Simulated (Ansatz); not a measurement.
**BaPt$_{3}$O$_{6}$: relaxed-ion elastic tensor**

Theory: DFT PBE, scalar-relativistic, plane waves, PAW (Ansatz). Plane waves to 420 eV; Γ-centred k mesh 6×6×6; Fermi-Dirac smearing of 0.15 eV. No spin polarisation.

Equilibrium structure at this level:
```
CELL_PARAMETERS angstrom
3.87985 2.24003 2.49277
-3.87985 2.24003 2.49277
0.00000 -4.48006 2.49277
ATOMIC_POSITIONS crystal
Ba 0.00000 0.00000 0.00000
Pt 0.50000 0.50000 0.00000
Pt 0.00000 0.50000 0.50000
Pt 0.50000 0.00000 0.50000
O 0.24428 0.65244 0.24428
O 0.24428 0.24428 0.65244
O 0.65244 0.24428 0.24428
O 0.75572 0.34756 0.75572
O 0.34756 0.75572 0.75572
O 0.75572 0.75572 0.34756
```

The structure comes from a generated guess, relaxed at this level; another structure or a mixture of phases may lie lower. In a metal, frequencies and elastic constants depend on the k mesh and the smearing, soft modes and shear constants most. Spin–orbit coupling is left out, which matters for heavy elements.

Task: Give the relaxed-ion elastic constants (GPa, Voigt order xx yy zz yz xz xy, on the Cartesian axes of the cell above).

Result:
```
245.2 155.2 132.4 -10.5   0.0   0.0
155.2 245.2 132.4  10.5   0.0   0.0
132.3 132.3 144.1   0.0   0.0   0.0
-10.3  10.3   0.0  14.2   0.0   0.0
  0.0   0.0   0.0   0.0  14.2 -10.3
  0.0   0.0   0.0   0.0 -10.5  45.0
```

Task: Is the crystal stable against homogeneous strain?

Result: Too close to call: the least eigenvalue is 11.0 GPa, within what the k mesh leaves open in a metal.
